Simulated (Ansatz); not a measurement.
Relaxed-ion elastic tensor of SnSe in space group Pnma (No. 62; Sn on 4c, Se on 4c) in GPa (Voigt order), DFT-LDA in the program Ansatz with PAW potentials; density 6.52 g/cm³, 25.16 Å³ per atom.

```csv
,1,2,3,4,5,6
1,81.9,18.7,22.4,0.0,0.0,0.0
2,18.7,87.1,40.3,0.0,0.0,0.0
3,22.4,40.3,51.1,0.0,0.0,0.0
4,0.0,0.0,0.0,48.4,0.0,0.0
5,0.0,0.0,0.0,0.0,21.5,0.0
6,0.0,0.0,0.0,0.0,0.0,17.9
```

Question: Is the crystal mechanically stable?

Answer: Yes: the smallest eigenvalue of C is 17.9 GPa.

Question: Work out the Voigt, Reuss and Hill averages.

Answer: K_V = 42.5, K_R = 40.5, K_H = 41.5; G_V = 26.8, G_R = 21.1, G_H = 23.9 GPa.

Question: Give Young's modulus, Poisson's ratio, Pugh's ratio and the universal anisotropy index.

Answer: E = 9KG/(3K + G) = 60.2 GPa; ν = 0.26; K/G = 1.73 (near the Pugh limit of 1.75, no verdict); A_U = 5G_V/G_R + K_V/K_R − 6 = 1.41.

Question: Estimate the sound speeds and the Debye temperature.

Answer: v_l = √((K + 4G/3)/ρ) = 3350 m/s, v_t = √(G/ρ) = 1920 m/s, mean 2130 m/s; Θ = (h/k)(3n/4πV)^(1/3) v_m = 216 K.

Question: Solve the Christoffel equation for the three sound speeds along x, y, z.

Answer: Eigenvalues of C_ijkl n_j n_l equal ρv². In km/s, slowest first: x 1.66, 1.82, 3.54; y 1.66, 2.72, 3.65; z 1.82, 2.72, 2.80.

Question: How much does each axis shrink under pressure?

Answer: Linear compressibilities β_i = Σ_j S_ij (j = 1 to 3): x 7.7, y 3.7, z 13 per TPa.

Symmetry was held in the LDA relaxation; of distortions, only those at the zone centre were tested. A crystal of weakly bound layers computed without a dispersion correction: the cell and the soft elastic constants depend strongly on that. Scalar-relativistic: spin–orbit coupling is off unless named, which matters more the heavier the elements.

Potentials: the earlier of the program's two PAW sets.
